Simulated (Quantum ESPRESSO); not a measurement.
**Electric field gradients in ZnF2**

```xyz
6
Lattice="4.7029 0.0000 0.0000 0.0000 4.7029 0.0000 0.0000 0.0000 3.1329" Properties=species:S:1:pos:R:3 pbc="T T T"
Zn     2.3515     2.3515     1.5664
Zn     0.0000     0.0000     0.0000
F      3.2773     3.2773     0.0000
F      1.4256     1.4256     0.0000
F      3.7771     0.9258     1.5664
F      0.9258     3.7771     1.5664
```
Geometry: a computed entry of the Materials Project; it was not checked against measured cells. It is ZnF2 in P4₂/mnm; whether this form has been observed was not checked. Stability against distortions was not tested.

Convention: |Vzz| is the largest principal value, η_Q = (Vxx − Vyy)/Vzz, |C_Q| = |eQVzz/h|. Cores are frozen. Against all-electron runs on small test molecules, this scheme's |Vzz| missed by +4 % on Zn, −6 to +4 % (−29 % in KF) on F.

Quadrupole moments taken as inputs (sizes, barn, from the tables of PySCF and pymatgen): ⁶⁷Zn 0.15.

**Question.** What do the calculations give at each independent site (field gradients by the PAW reconstruction of the field gradient on a scalar-relativistic PBE ground state (a modified build of Quantum ESPRESSO, JTH datasets), 22.5 Ha, k-mesh 5×5×7 through Γ)?

**Answer.** 
```tsv
site	site symmetry	Vzz (a.u.)	η_Q	∣C_Q∣ (MHz)
Zn (atoms 1, 2)	mmm	0.229	0.13	8.07 (⁶⁷Zn)
F (atoms 3, 4, 5, 6)	m2m	-0.938	0.41	–
```
